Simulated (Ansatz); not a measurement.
Cr, dhcp: geometry optimisation

Computed with Ansatz, DFT, r2SCAN, plane waves (500 eV) with PAW, scalar-relativistic. (PAW data from PBE, frozen cores regenerated.)

k-point mesh 14×14×4, Fermi-Dirac smearing 0.1 eV, no spin polarisation. Cell and atoms relax.

Starting structure:

```cif
data_structure
_symmetry_space_group_name_H-M 'P 1'
_symmetry_Int_Tables_number 1
_cell_length_a 2.5693
_cell_length_b 2.5693
_cell_length_c 8.3912
_cell_angle_alpha 90.000
_cell_angle_beta 90.000
_cell_angle_gamma 120.000
_cell_volume 47.97
loop_
_atom_site_label
_atom_site_type_symbol
_atom_site_fract_x
_atom_site_fract_y
_atom_site_fract_z
_atom_site_occupancy
Cr1 Cr 0.00000 0.00000 0.00000 1
Cr2 Cr 0.00000 0.00000 0.50000 1
Cr3 Cr 0.33333 0.66667 0.25000 1
Cr4 Cr 0.66667 0.33333 0.75000 1
```

Task: The pressure at the start is -7.2 GPa. By how much does the volume change?

Result: From 11.99 to 11.67 Å³ per atom, -2.7 %. The final cell has a = 2.471 Å, c = 8.826 Å (c/a = 3.572).

Task: How much energy does the relaxation gain?

Result: 45.1 meV per atom.

Spin polarisation is off here; a magnetic state may lie lower.
